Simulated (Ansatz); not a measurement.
The start is a randomly generated symmetric cell of Co (space group No. 65). A full variable-cell relaxation at zero pressure is run with PBE (plane waves to 420 eV, PAW, scalar-relativistic; Ansatz, a program for electronic structure). The first steps use a coarse 14×14×15 k-mesh.

Starting cell:
```
CELL_PARAMETERS angstrom
      1.57224    -1.69467     0.00000
      1.57224     1.69467     0.00000
      0.00000     0.00000     2.12354
ATOMIC_POSITIONS crystal
  Co 0.50000 0.50000 0.00000
```
Spin-polarised start, with parallel moments on Co.

Question: What pressure does the first self-consistent step give?

Answer: +23.4 GPa (positive: the cell is compressed).

Question: Does the structure survive the relaxation? Give the final space group.

Answer: The space group goes from Cmmm (No. 65) to P6/mmm (No. 191); the end is AFLOW prototype A_hP1_191_a (A_f, as in Sn), with 1 atom in the primitive magnetic cell.

Question: By how much does the energy per atom fall from start to end?

Answer: 0.41 eV/atom.

Question: How does the volume change?

Answer: +6.2 %, from 11.32 to 12.01 Å³/atom.

Question: How do the shortest distances between atoms change?

Answer: The closest pairs of elements (up to four, under 3.6 Å), start → end: Co–Co 2.12 → 2.31 Å.

Question: What band gap does the relaxed structure have at this level?

Answer: Zero (metallic).

Question: Give the final cell and atomic positions.

Answer: 
Space group P6/mmm (No. 191); a = b = 2.452 Å, c = 2.308 Å, α = β = 90.00°, γ = 120.00°

```json
[
 {"atom": "Co", "site": "1a", "symmetry": "6/mmm", "x": "0.0000", "y": "0.0000", "z": "0.0000"}
]
```

Final values are on a 22×22×20 k-mesh of the relaxed cell. Spin state reached: ferromagnetic (net 1.79 μB/atom), from parallel starting moments; other spin orders were not run from this start.

The run could not lose the symmetry of its start: the end is stationary, and may be a saddle point rather than a minimum.

The relaxed structure here is a generated cell of Co: the first start was made by a random draw of sites in a space group, and the end was not matched to a known phase here, so it may be hypothetical. Known forms of Co include space group No. 194.
